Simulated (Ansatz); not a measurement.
# Is this Hf₃ZrSe₈ structure a true minimum?

It was reached by relaxing an invented guess, and it needn't be the stable form of this composition.

Theory: DFT PBE, scalar-relativistic, plane waves, PAW in Ansatz 0.2.0. Plane waves to 420 eV, a k mesh through Γ of 6×6×6 on the computed 12-atom cell and Gaussian smearing (0.02 eV); no spin polarisation.

The cell below (12 atoms, space group P-3m1 (No. 164)) is relaxed within its symmetry.

```cif
data_structure
_symmetry_space_group_name_H-M 'P 1'
_symmetry_Int_Tables_number 1
_cell_length_a 7.5587
_cell_length_b 7.5587
_cell_length_c 7.0000
_cell_angle_alpha 90.000
_cell_angle_beta 90.000
_cell_angle_gamma 120.000
_cell_volume 346.35
loop_
_atom_site_label
_atom_site_type_symbol
_atom_site_fract_x
_atom_site_fract_y
_atom_site_fract_z
_atom_site_occupancy
Zr1 Zr 0.00000 0.00000 0.00000 1
Hf1 Hf 0.50000 0.50000 0.00000 1
Hf2 Hf 0.50000 0.00000 0.00000 1
Hf3 Hf 0.00000 0.50000 0.00000 1
Se1 Se 0.66453 0.83227 0.22549 1
Se2 Se 0.66667 0.33333 0.22491 1
Se3 Se 0.16773 0.83227 0.22549 1
Se4 Se 0.16773 0.33547 0.22549 1
Se5 Se 0.83227 0.66453 0.77451 1
Se6 Se 0.83227 0.16773 0.77451 1
Se7 Se 0.33333 0.66667 0.77509 1
Se8 Se 0.33547 0.16773 0.77451 1
```

For the test it was strained at random (σ = 1.5 % a component), the atoms were moved at random (σ = 0.05 Å), and all was relaxed again on a coarse 2×3×3 mesh (in the run’s order of axes) with 0.10 eV smearing, with no symmetry imposed.

Weakly bound directions are ill-defined at this level, which has no dispersion term. These runs have no spin–orbit coupling, which can matter for Hf.

Q: What happens?

A: It returns, within 1 meV/atom of the unmoved cell on that mesh and with the same symmetry when read at 0.1 Å (P-1 at 0.01 Å, so small strains and shifts remain). So it is stable against the distortions that fit this cell and that this random move excites. Modes that don't fit the cell aren't tested.
